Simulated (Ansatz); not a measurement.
SiO₂:
```yaml
crystal:
  lattice:
    - [5.05939, 0.00000, 0.00000]
    - [-2.52970, 4.38156, 0.00000]
    - [0.00000, 0.00000, 5.54081]
  atoms:
    - { symbol: Si, position: [0.00000, 0.50000, 0.33333] }
    - { symbol: Si, position: [0.50000, 0.00000, 0.00000] }
    - { symbol: Si, position: [0.50000, 0.50000, 0.66667] }
    - { symbol: O, position: [0.58350, 0.79175, 0.83333] }
    - { symbol: O, position: [0.79175, 0.58350, 0.50000] }
    - { symbol: O, position: [0.20825, 0.79175, 0.16667] }
    - { symbol: O, position: [0.41650, 0.20825, 0.83333] }
    - { symbol: O, position: [0.20825, 0.41650, 0.50000] }
    - { symbol: O, position: [0.79175, 0.20825, 0.16667] }
```

Relaxed with r²SCAN.

Problem. Give the Bader charges and basin volumes of the independent atoms, DFT-r²SCAN in the program Ansatz with PAW potentials.

Solution. 

```json
[
 {"atom": "Si1", "Bader charge (e)": "+3.37", "Bader volume (Å³)": "2.7"},
 {"atom": "O4", "Bader charge (e)": "-1.69", "Bader volume (Å³)": "19.1"}
]
```

Space group P6_422. This is a known high-temperature phase of the composition, computed here at zero pressure and temperature. The cell was relaxed with r²SCAN under the symmetry of its start; its stability against distortions is not shown here.

Potentials: the later of the program's two PAW sets.
